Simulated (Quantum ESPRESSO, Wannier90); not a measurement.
Tight-binding from DFT: CoSi$_{2}$ (Fm-3m)

Materials Project entry mp-2379; symmetrised, unrelaxed at this level. COD (Crystallography Open Database) has an entry of this formula and space group (matched by these alone). Level: PBEsol, no spin polarisation, no spin-orbit coupling; pw.x of Quantum ESPRESSO at 77 Ry with PseudoDojo potentials, 10×10×10 k-points, Wannier90. Density: 10×10×10 mesh, cold smearing 0.01 Ry. A non-magnetic state is assumed; magnetic ones were not tried.

On the energy scale of pw.x, whose zero is arbitrary, the Fermi level lies at 13.31 eV.

Input w.win:

```
num_bands = 1
num_wann = 1
exclude_bands = 2-31
num_iter = 1000
conv_tol = 1.0e-6
conv_window = 4
write_hr = true
write_u_matrices = true
auto_projections = true
begin unit_cell_cart
ang
    0.0000000000    2.6564200000    2.6564200000
    2.6564200000    0.0000000000    2.6564200000
    2.6564200000    2.6564200000    0.0000000000
end unit_cell_cart
begin atoms_frac
Co   0.0000000000  0.0000000000  0.0000000000
Si  -0.2500000000 -0.2500000000 -0.2500000000
Si   0.2500000000  0.2500000000  0.2500000000
end atoms_frac
mp_grid = 10 10 10
begin kpoints
0.0000000000 0.0000000000 0.0000000000
0.0000000000 0.0000000000 0.1000000000
0.0000000000 0.0000000000 0.2000000000
... (997 more lines: the 10x10x10 mesh through Gamma)
end kpoints
```

Input of pw2wannier90.x that gives the overlap and projection files (equivalent; here they were cut from one run over all bands):

```
&inputpp
  outdir = './out'
  prefix = 'pwscf'
  seedname = 'w'
  write_amn = .true.
  write_mmn = .true.
  atom_proj = .true.
  atom_proj_exclude = 2 3 4 5 6 7 8 9 10 11 12 13 14 15 16 17 18
/
```

Output w.wout (banner and timings cut):

```
                                    ------
                                    SYSTEM
                                    ------

                              Lattice Vectors (Ang)
                    a_1     0.000000   2.656420   2.656420
                    a_2     2.656420   0.000000   2.656420
                    a_3     2.656420   2.656420   0.000000

                   Unit Cell Volume:      37.49041  (Ang^3)

                        Reciprocal-Space Vectors (Ang^-1)
                    b_1    -1.182642   1.182642   1.182642
                    b_2     1.182642  -1.182642   1.182642
                    b_3     1.182642   1.182642  -1.182642

 *----------------------------------------------------------------------------*
 |   Site       Fractional Coordinate          Cartesian Coordinate (Ang)     |
 +----------------------------------------------------------------------------+
 | co   1   0.00000   0.00000   0.00000   |    0.00000   0.00000   0.00000    |
 | si   1  -0.25000  -0.25000  -0.25000   |   -1.32821  -1.32821  -1.32821    |
 | si   2   0.25000   0.25000   0.25000   |    1.32821   1.32821   1.32821    |
 *----------------------------------------------------------------------------*
                                ------------
                                K-POINT GRID
                                ------------

             Grid size = 10 x 10 x 10      Total points = 1000

 *---------------------------------- MAIN ------------------------------------*
 |  Number of Wannier Functions               :                 1             |
 |  Number of Objective Wannier Functions     :                 1             |
 |  Number of input Bloch states              :                 1             |
 |  Output verbosity (1=low, 5=high)          :                 1             |
 |  Timing Level (1=low, 5=high)              :                 1             |
 |  Optimisation (0=memory, 3=speed)          :                 3             |
 |  Length Unit                               :               Ang             |
 |  Post-processing setup (write *.nnkp)      :                 F             |
 |  Using Gamma-only branch of algorithms     :                 F             |
 *----------------------------------------------------------------------------*
 *------------------------------- WANNIERISE ---------------------------------*
 |  Total number of iterations                :              1000             |
 |  Number of CG steps before reset           :                 5             |
 |  Trial step length for line search         :             2.000             |
 |  Convergence tolerence                     :         0.100E-05             |
 |  Convergence window                        :                 4             |
 |  Iterations between writing output         :                 1             |
 |  Iterations between backing up to disk     :               100             |
 |  Write r^2_nm to file                      :                 F             |
 |  Write xyz WF centres to file              :                 F             |
 |  Write on-site energies <0n|H|0n> to file  :                 F             |
 |  Use guiding centre to control phases      :                 F             |
 |  Use phases for initial projections        :                 F             |
 *----------------------------------------------------------------------------*
 *-------------------------------- PLOTTING ----------------------------------*
 |  Plotting Hamiltonian in WF basis          :                 T             |
 *----------------------------------------------------------------------------*

 *---------------------------------- K-MESH ----------------------------------*
 +----------------------------------------------------------------------------+
 |                    Distance to Nearest-Neighbour Shells                    |
 |                    ------------------------------------                    |
 |          Shell             Distance (Ang^-1)          Multiplicity         |
 |          -----             -----------------          ------------         |
 |             1                   0.204840                      8            |
 |             2                   0.236528                      6            |
 |             3                   0.334502                     12            |
 |             4                   0.392238                     24            |
 |             5                   0.409679                      8            |
 |             6                   0.473057                      6            |
 |             7                   0.515501                     24            |
 |             8                   0.528893                     24            |
       ... (lines left out)
 +----------------------------------------------------------------------------+
 | The b-vectors are chosen automatically                                     |
 | The following shells are used:                       1                     |
 +----------------------------------------------------------------------------+
 |                        Shell   # Nearest-Neighbours                        |
 |                        -----   --------------------                        |
 |                          1               8                                 |
 +----------------------------------------------------------------------------+
 | Completeness relation is fully satisfied [Eq. (B1), PRB 56, 12847 (1997)]  |
 +----------------------------------------------------------------------------+
 |                  b_k Vectors (Ang^-1) and Weights (Ang^2)                  |
 |                  ----------------------------------------                  |
 |            No.         b_k(x)      b_k(y)      b_k(z)        w_b           |
 |            ---        --------------------------------     --------        |
 |             1         0.118264    0.118264   -0.118264     8.937247        |
 |             2         0.118264   -0.118264    0.118264     8.937247        |
 |             3        -0.118264    0.118264    0.118264     8.937247        |
 |             4         0.118264    0.118264    0.118264     8.937247        |
 |             5        -0.118264   -0.118264    0.118264     8.937247        |
 |             6        -0.118264    0.118264   -0.118264     8.937247        |
 |             7         0.118264   -0.118264   -0.118264     8.937247        |
 |             8        -0.118264   -0.118264   -0.118264     8.937247        |
 +----------------------------------------------------------------------------+
 |                           b_k Directions (Ang^-1)                          |
 |                           -----------------------                          |
 |            No.           x           y           z                         |
 |            ---        --------------------------------                     |
 |             1         0.118264    0.118264   -0.118264                     |
 |             2         0.118264   -0.118264    0.118264                     |
 |             3        -0.118264    0.118264    0.118264                     |
 |             4         0.118264    0.118264    0.118264                     |
 +----------------------------------------------------------------------------+

 Starting a new Wannier90 calculation ...

 Reading overlaps from w.mmn

 Reading projections from w.amn

 *------------------------------- WANNIERISE ---------------------------------*
 +--------------------------------------------------------------------+<-- CONV
 | Iter  Delta Spread     RMS Gradient      Spread (Ang^2)            |<-- CONV
 +--------------------------------------------------------------------+<-- CONV

 ------------------------------------------------------------------------------
 Initial State
  WF centre and spread    1  ( -0.000000, -0.000000, -0.000000 )     0.18779969
  Sum of centres and spreads ( -0.000000, -0.000000, -0.000000 )     0.18779969

      0     0.188E+00     0.0000000000        0.1877996935  <-- CONV
        O_D=      0.0000000 O_OD=      0.0000000 O_TOT=      0.1877997 <-- SPRD
 ------------------------------------------------------------------------------
      1     0.000E+00     0.0000000000        0.1877996935  <-- CONV
        O_D=      0.0000000 O_OD=      0.0000000 O_TOT=      0.1877997 <-- SPRD
      2     0.000E+00     0.0000000000        0.1877996935  <-- CONV
        O_D=      0.0000000 O_OD=      0.0000000 O_TOT=      0.1877997 <-- SPRD
      3     0.000E+00     0.0000000000        0.1877996935  <-- CONV
        O_D=      0.0000000 O_OD=      0.0000000 O_TOT=      0.1877997 <-- SPRD
      4     0.000E+00     0.0000000000        0.1877996935  <-- CONV
        O_D=      0.0000000 O_OD=      0.0000000 O_TOT=      0.1877997 <-- SPRD
             <<<     Delta < 1.000E-06  over  4 iterations     >>>
             <<< Wannierisation convergence criteria satisfied >>>
 Final State
  WF centre and spread    1  ( -0.000000, -0.000000, -0.000000 )     0.18779969
  Sum of centres and spreads ( -0.000000, -0.000000, -0.000000 )     0.18779969

         Spreads (Ang^2)       Omega I      =     0.187799693
        ================       Omega D      =     0.000000000
                               Omega OD     =     0.000000000
    Final Spread (Ang^2)       Omega Total  =     0.187799693
```
